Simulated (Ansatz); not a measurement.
A relaxed cell of Ti₃Al (P6₃/mmc (No. 194)), relaxed on a k-mesh at least as fine as the one used below. Level of theory: r2SCAN (plane waves to 500 eV, PAW, scalar-relativistic; Ansatz, an electronic-structure program). Γ-centred k-mesh 7×7×7 on the run's cell (coarser than for final values), Fermi–Dirac smearing 0.05 eV.

```yaml
crystal:
  lattice:
    - [5.74744, 0.00000, 0.00000]
    - [-2.87372, 4.97743, 0.00000]
    - [0.00000, 0.00000, 4.63161]
  atoms:
    - { symbol: Ti, position: [0.82982, 0.65964, 0.25000] }
    - { symbol: Ti, position: [0.17018, 0.82982, 0.75000] }
    - { symbol: Ti, position: [0.34036, 0.17018, 0.25000] }
    - { symbol: Ti, position: [0.17018, 0.34036, 0.75000] }
    - { symbol: Ti, position: [0.82982, 0.17018, 0.25000] }
    - { symbol: Ti, position: [0.65964, 0.82982, 0.75000] }
    - { symbol: Al, position: [0.33333, 0.66667, 0.25000] }
    - { symbol: Al, position: [0.66667, 0.33333, 0.75000] }
```

The atoms are displaced by (Å):

```json
[
 {"atom": "Ti1", "ux": "0.028", "uy": "0.111", "uz": "0.072"},
 {"atom": "Ti2", "ux": "-0.003", "uy": "-0.047", "uz": "-0.099"},
 {"atom": "Ti3", "ux": "-0.026", "uy": "0.038", "uz": "0.146"},
 {"atom": "Ti4", "ux": "0.000", "uy": "-0.085", "uz": "0.073"},
 {"atom": "Ti5", "ux": "0.109", "uy": "0.115", "uz": "0.004"},
 {"atom": "Ti6", "ux": "0.015", "uy": "-0.113", "uz": "-0.112"},
 {"atom": "Al7", "ux": "-0.038", "uy": "0.028", "uz": "-0.001"},
 {"atom": "Al8", "ux": "0.053", "uy": "0.065", "uz": "-0.069"}
]
```

What forces (eV/Å) and pressure result?


```csv
atom,Fx,Fy,Fz
Ti1,-0.19,-0.67,-1.09
Ti2,0.25,0.26,1.10
Ti3,0.53,0.35,-0.98
Ti4,0.30,0.43,-0.45
Ti5,-1.06,-0.89,0.12
Ti6,-0.24,1.12,0.81
Al7,0.61,0.18,-0.32
Al8,-0.21,-0.79,0.80
```

Pressure +1.5 GPa.

Estimate the energy cost of the displacement in the harmonic approximation and compare with the calculation.

For a harmonic well ΔE = −½ Σ F·u = 0.533 eV a cell, or 67 meV/atom. The calculated energy relative to the undisplaced cell is +0.07 eV/atom, so the harmonic estimate holds well.

No spin polarisation in the result.

The run that gave the undisplaced cell could not lose the symmetry of its start; a randomly shaken copy of 8 atoms returns to this structure.
